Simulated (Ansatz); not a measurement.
SnO: from a starting cell to a relaxed one

The start is a generated cell, SnO placed in the zincblende structure type. A full variable-cell relaxation at zero pressure is run with r2SCAN (plane waves to 500 eV, PAW, scalar-relativistic; Ansatz, an electronic-structure program). The first steps use a coarse 8×8×8 k-mesh.

The start:
```yaml
crystal:
  lattice:
    - [0.00000, 2.55955, 2.55955]
    - [2.55955, 0.00000, 2.55955]
    - [2.55955, 2.55955, 0.00000]
  atoms:
    - { symbol: O, position: [0.75000, 0.75000, 0.75000] }
    - { symbol: Sn, position: [0.00000, 0.00000, 0.00000] }
```

### Question
How large is the pressure on the unrelaxed cell, and of which sign?

### Answer
+15 GPa (positive: the cell is compressed).

### Question
How much energy is released per atom?

### Answer
0.12 eV/atom.

### Question
How does the volume per atom move from start to end?

### Answer
+18.0 %, from 16.77 to 19.78 Å³/atom.

### Question
How do the shortest distances between atoms change?

### Answer
The closest pairs of elements (up to four, under 3.6 Å), start → end: O–Sn 2.22 → 2.34 Å.

### Question
What band gap does the relaxed structure have at this level?

### Answer
Zero (metallic).

### Question
Write out the relaxed structure.

### Answer

Space group F-43m (No. 216); a = b = c = 5.4091 Å, α = β = γ = 90.00°

```
atom  site  symmetry       x       y       z
----  ----  --------  ------  ------  ------
O       4d      -43m  0.7500  0.7500  0.7500
Sn      4a      -43m  0.0000  0.0000  0.0000
```
(The calculation used a cell of 2 atoms; values per cell refer to that cell.)

The space group stays F-43m (No. 216) (the run could not lower it); the end is zinc blende type, with 2 atoms in the primitive cell. Final values are on a 15×15×15 k-mesh of the relaxed cell. No spin polarisation in the result.

The run could not lose the symmetry of its start, so the end can be a saddle point.

All atoms sit on sites fixed by symmetry, so only the cell could relax.

The relaxed structure here is a generated cell of SnO: the first start was made by placing the elements on the sites of a structure type, and the end was not matched to a known phase here, so it may be hypothetical. Known forms of SnO include space group No. 129.
